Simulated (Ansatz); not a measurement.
Zn (diamond, space group No. 227) at seven volumes, the program Ansatz at the PBEsol level (PAW), scaled uniformly. One row is withheld.

```tsv
V (Å³/atom)	P (GPa)
20.548	?
21.226	2.64
21.903	1.19
22.581	0.00
23.258	-0.98
23.936	-1.78
24.613	-2.43
```

Task: Fit the shown pressures and predict the withheld one.

Result: P = (3/2)B₀(x^(7/2) − x^(5/2))[1 + (3/4)(B′ − 4)(x − 1)] with x = (V₀/V)^(2/3). Least squares on the six rows gives V₀ = 22.580 Å³/atom, B₀ = 35.9 GPa, B′ = 5.61. At V = 20.548, x = 1.0649 and P = 4.41 GPa. The run itself gave 4.38 GPa.

Space group Fd-3m (diamond). The start of the workflow was typed in or built on a structure type; neither database checked (COD, Materials Project) lists it. It is not the phase usual at ambient conditions (space group No. 194). The cell was relaxed with PBEsol under the symmetry of its start. At this level the phase is mechanically unstable.

Potentials: the later of the program's two PAW sets.
